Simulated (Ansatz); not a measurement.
Given:

Be$_{3}$N$_{2}$:
```cif
data_Be6N4
_chemical_formula_sum 'Be6 N4'
_space_group_name_H-M_alt 'P 1'
_space_group_IT_number 1
_cell_length_a 2.83718
_cell_length_b 2.83718
_cell_length_c 9.70995
_cell_angle_alpha 90.000
_cell_angle_beta 90.000
_cell_angle_gamma 120.000
loop_
_space_group_symop_operation_xyz
  'x, y, z'
loop_
_atom_site_label
_atom_site_type_symbol
_atom_site_fract_x
_atom_site_fract_y
_atom_site_fract_z
_atom_site_occupancy
Be1 Be 0.33333 0.66667 0.07825 1
Be2 Be 0.66667 0.33333 0.92175 1
Be3 Be 0.66667 0.33333 0.57825 1
Be4 Be 0.33333 0.66667 0.42175 1
Be5 Be 0.00000 0.00000 0.25000 1
Be6 Be 0.00000 0.00000 0.75000 1
N1 N 0.00000 0.00000 0.00000 1
N2 N 0.00000 0.00000 0.50000 1
N3 N 0.33333 0.66667 0.25000 1
N4 N 0.66667 0.33333 0.75000 1
```

This is the PBEsol-relaxed structure.

Problem. All from plane-wave PAW PBEsol (Ansatz code), unless another level is named. Give the Born charges (a third of the trace).

Solution. Be +1.74 to +1.78, N -2.78 to -2.47 e.

Problem. Predict the electronic dielectric constant ε∞ (DFPT).

Solution. 4.54 (xx = yy), 5.47 (zz).

Problem. What about the static dielectric constant ε0 (ions relaxed, cell fixed)?

Solution. 11.7 (xx = yy), 32.8 (zz).

Space group P6_3/mmc. The workflow started from a Materials Project entry (that database holds measured and hypothetical structures alike); the Crystallography Open Database copy checked does not list it. COD files the formula under space group No. 206. Whether it is the stable phase at ambient conditions was not checked. Symmetry was held in the PBEsol relaxation; its stability against distortions is not shown here.

Potentials: the later of the program's two PAW sets.
